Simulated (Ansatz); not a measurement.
CoPd (R-3m): the volume from the results

```yaml
crystal:
  lattice:
    - [1.34593, 0.77707, 4.29392]
    - [-1.34593, 0.77707, 4.29392]
    - [0.00000, -1.55415, 4.29392]
  atoms:
    - { symbol: Co, position: [0.00000, 0.00000, 0.00000] }
    - { symbol: Pd, position: [0.50000, 0.50000, 0.50000] }
```

The reference geometry is a structure from the Materials Project; nothing is relaxed.

Functional, mesh and filling: PBEsol, 14×14×14 k mesh, Fermi–Dirac smearing of 0.1 eV. PAW means Ansatz 0.2.0 on its default frozen-core files. Site moments are integrated in spheres about the atoms. Start moments (μB): Co1 2.

The cell is scaled evenly, and every run starts from the same moments. Some of the runs:

```
V/V₀  cell moment (μB)  largest site moment (μB)  F − F(V₀) (meV/atom)  pressure (GPa)
0.74              1.91                      1.63                   644            97.1
0.86              2.07                      1.82                    66            26.4
 1.1              2.22                      2.04                   137           -21.5
```

Question: Another run of the series gave cell moment (μB) = 2.19, largest site moment (μB) = 2.00, F − F(V₀) (meV/atom) = 43, pressure (GPa) = -15.5. At which V/V₀ was it made?
A. 0.8
B. 0.92
C. 1.04
D. 0.66
E. 1.25
F. 0.96

Answer: C. V/V₀ = 1.04.

Question: Another run of the series gave cell moment (μB) = 2.13, largest site moment (μB) = 1.92, F − F(V₀) (meV/atom) = -22, pressure (GPa) = -2.6. At which V/V₀ was it made?
A. 1.04
B. 0.96
C. 0.66
D. 1.25
E. 0.92
F. 0.8

Answer: B. V/V₀ = 0.96.

The whole series:

```
V/V₀  cell moment (μB)  largest site moment (μB)  F − F(V₀) (meV/atom)  pressure (GPa)
0.66              1.39                      1.16                  1567           184.1
0.74              1.91                      1.63                   644            97.1
 0.8              2.01                      1.75                   267            55.1
0.86              2.07                      1.82                    66            26.4
0.92              2.11                      1.89                   -15             6.8
0.96              2.13                      1.92                   -22            -2.6
   1              2.16                      1.96                     0            -9.9
1.04              2.19                      2.00                    43           -15.5
 1.1              2.22                      2.04                   137           -21.5
1.25              2.30                      2.13                   463           -28.7
```

The PAW files were made with PBE; the program remakes their cores once for the run's functional and then keeps them frozen. Under strong compression frozen cores are worth checking against an all-electron run. The Ansatz runs typed with the search for lower states off end where their start leads. The magnetic state is the one that this cell and start allow. It needn't be the compound's measured order, which may need a larger cell or be absent.
